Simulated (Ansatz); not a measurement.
# Surface calculation: bcc Cr (110), 3 layers

The slab is cut from the bcc crystal, the stable phase, as relaxed on PAW files (11.56 Å³/atom), with 16 Å of vacuum and a dipole correction:

```yaml
crystal:
  lattice:
    - [2.46682, 0.00000, 0.00000]
    - [-0.82227, 2.32574, 0.00000]
    - [0.00000, 0.00000, 20.02830]
  atoms:
    - { symbol: Cr, position: [0.00000, 0.00000, 0.39943] }
    - { symbol: Cr, position: [0.50000, 0.50000, 0.50000] }
    - { symbol: Cr, position: [0.00000, 0.00000, 0.60057] }
```

Level of theory: DFT with PBE, scalar-relativistic, in Ansatz 0.2.0; a Γ-centred 14×14×1 k mesh, Fermi–Dirac smearing of 0.05 eV, spin-polarised from start moments Cr1 2, Cr2 2, Cr3 2 μB. LAPW: all electrons, basis error target 1 meV/atom; PAW: frozen-core files, cutoff 420 eV.

The bulk energy comes from a cell in the slab's orientation on a 14×14×8 mesh. The surface energy is (E(slab) − N·E(bulk))/2A at zero smearing, the mean of both faces; thin slabs carry quantum-size effects.

Antiferromagnetic order, which Cr and Mn prefer near zero pressure, wasn't tried. The start moments died away, and the runs ended non-magnetic. The cell is 1×1, so reconstructions are forbidden, and in slabs of four or five layers the relaxations can be far larger than at a real surface.

**Question.** As cut, the LAPW slab lies 2.411 eV above 3 atoms of bulk. What surface energy is that?

**Answer.** Over two faces of 5.74 Å² it is 210.1 meV/Å², and times 16.02 J/m² per eV/Å² that gives γ = 3.366 J/m².

**Question.** What do relaxation and the other method give, and what work function comes out?

**Answer.** 

| method | γ as cut (J/m²) | γ relaxed (J/m²) | Φ as cut (eV) | Φ relaxed (eV) |
| --- | --- | --- | --- | --- |
| LAPW | 3.366 | 3.321 | 4.88 | 4.85 |
| PAW | 3.362 | 3.316 | 4.88 | 4.85 |

**Question.** How do the spacings between the planes relax?

**Answer.** From the bottom face up: d12 -3.4 % of 2.014 Å, d23 -3.4 % of 2.014 Å.

**Question.** A field of 0.1 V/Å is applied along the normal, atoms held. What follows?

**Answer.** LAPW finds an induced dipole of 0.0245 e·Å a cell (PAW 0.0245), that is 7.71 Å for 4πα over the area, against 3.89 Å between the outer atoms.

**Question.** What changes if the images along the normal are cut off in place of the dipole correction?

**Answer.** LAPW then gives: no gap, work function 4.85 eV; PAW: no gap, work function 4.85 eV.
